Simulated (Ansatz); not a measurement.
**A film clamped to a substrate in Ta**

Method: DFT r2SCAN, scalar-relativistic, plane waves, PAW (Ansatz 0.2.0). Cutoff 500 eV, Γ-centred 20×20×20 k-points, Gaussian smearing of 0.15 eV. Spin–orbit coupling is left out, which can shift energies with elements as heavy as these. No spin polarisation. Energies are free energies at this smearing, counted from the undisturbed cell; pressure is positive in compression.

Reference structure (as given, not relaxed at this level; it stands at 0.5 GPa):

```
Ta
1.0
    -1.65128    1.65128    1.65128
     1.65128   -1.65128    1.65128
     1.65128    1.65128   -1.65128
Ta
1
Direct
  0.00000 0.00000 0.00000
```

The cell (1 atom, V0 = 18.01 Å³) is strained by p along both x and y and by q along z, fractional coordinates fixed. τp = (1/V0) ∂E/∂p = (σxx + σyy)(1 + p)(1 + q) and τq = (1/V0) ∂E/∂q = σzz(1 + p)², with tension positive.

| p | q | ΔE (meV/atom) | τp (GPa) | τq (GPa) |
| --- | --- | --- | --- | --- |
| 0.000 | 0.000 | 0.00 | -0.90 | -0.45 |
| -0.025 | 0.000 | 36.42 | -25.68 | -9.09 |
| 0.025 | 0.000 | 26.99 | 19.36 | 7.55 |
| 0.000 | -0.025 | 11.96 | -9.55 | -8.24 |
| 0.000 | 0.025 | 8.25 | 6.98 | 6.10 |

**Question.** Get the second derivatives of the energy density.

**Answer.** Central differences give A = ∂τp/∂p = 901 GPa (C11 + C22 + 2 C12), C = ∂τq/∂q = 287 GPa (C33) and the cross term B = ∂τq/∂p = 333 GPa (C13 + C23); ∂τp/∂q = 331 GPa must equal B, and any difference shows higher-order terms. The ions are clamped. In a cubic crystal C11 = C = 287, C12 = B/2 = 166 GPa and A should be 2(C11 + C12) = 906 GPa; the bulk modulus is (C11 + 2 C12)/3 = 206 GPa.

**Question.** A film of this crystal grows with z along the normal on a substrate that imposes p. How does its thickness respond, and what does the misfit cost?

**Answer.** Count p and q from the stress-free cell. A free surface needs τq = 0, so q = −(B/C) p = -1.16 p. The energy density left is (A − B²/C) p²/2 = M p², with the biaxial modulus M = 257 GPa; a misfit of 1 % costs 2.89 meV/atom, against 5.06 meV/atom if the thickness were held.

In a metal these slopes depend on the k mesh and the smearing.